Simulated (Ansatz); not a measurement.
Level of theory: DFT PBE, scalar-relativistic, plane waves, PAW (Ansatz). All cells share a 420 eV cutoff and Γ-centred k meshes spaced at most about 0.3 Å⁻¹ (about 0.25 or finer for metals, 2π included). Collinear spin in cells that started with moments and kept them past the coarse steps, no spin elsewhere.

Each of these unrelaxed guesses is relaxed in cell and atoms within its symmetry. A guess keeps its type if space group and coordination stay and the shape of the cell changes little (axis ratios within about 15 %, angles within 6°); the volume may change.

1. GeB2I3

```
Ge B I
1.0
     6.39450    0.00000    0.00000
    -3.19725    5.53780    0.00000
     0.00000    0.00000    4.49130
Ge B I
1 2 3
Direct
  0.00000 0.00000 0.88881
  0.66667 0.33333 0.96314
  0.33333 0.66667 0.96314
  0.50000 0.50000 0.45952
  0.50000 0.00000 0.45952
  0.00000 0.50000 0.45952
```

2. Be2NiH (collinear spin from parallel moments)

```
Be Ni H
1.0
     2.87664    0.00000    0.00000
     0.00000    2.87664    0.00000
     0.00000    0.00000    3.90882
Be Ni H
2 1 1
Cartesian
  0.0000 0.0000 1.9544
  1.4383 1.4383 0.0000
  0.0000 0.0000 0.0000
  1.4383 1.4383 1.9544
```

3. TiAgC4N4 (collinear spin from parallel moments)

```
Ti Ag C N
1.0
     6.02985    0.00000    0.00000
     0.00000    6.02985    0.00000
     0.00000    0.00000    6.02985
Ti Ag C N
1 1 4 4
Direct
  0.50000 0.50000 0.50000
  0.00000 0.00000 0.00000
  0.19360 0.19360 0.19360
  0.19360 0.80640 0.80640
  0.80640 0.19360 0.80640
  0.80640 0.80640 0.19360
  0.30563 0.30563 0.30563
  0.30563 0.69437 0.69437
  0.69437 0.30563 0.69437
  0.69437 0.69437 0.30563
```

**Question.** Which keep their type?

**Answer.** Guesses 2 and 3 keep their type.

```
guess  kept  start group  end group  V start (Å³/atom)  V end  b/a and c/a, end over start  nearest neighbours start  nearest neighbours end
    1    no         P6mm       P6mm               26.5   26.6                   1.00, 0.78           B 6, Ge 18, I 8          B 3, Ge 8, I 2
    2   yes       P4/mmm     P4/mmm                8.1    9.0                   1.00, 1.08           Be 6, H 6, Ni 6         Be 6, H 6, Ni 6
    3   yes        P-43m      P-43m               21.9   23.1                   1.00, 1.00      Ag 4, C 1, N 1, Ti 4    Ag 4, C 1, N 1, Ti 4
```

Neighbours count within 15 % of an atom's shortest distance; end groups are read at 0.02 Å (0.05 Å in metals).

These runs have no spin–orbit coupling, which can matter for I. In GeB2I3 P6mm an odd number of electrons in the primitive cell allows no gap without spin; a larger cell or a magnetic state could open one. A magnetic state wasn't ruled out in cells without spin, among them GeB2I3 P6mm. The magnetic state reached may not be the lowest. Trial moments died out on the coarse mesh in Be2NiH P4/mmm; another magnetic start might hold. Cells relaxed within their symmetry can be saddle points.
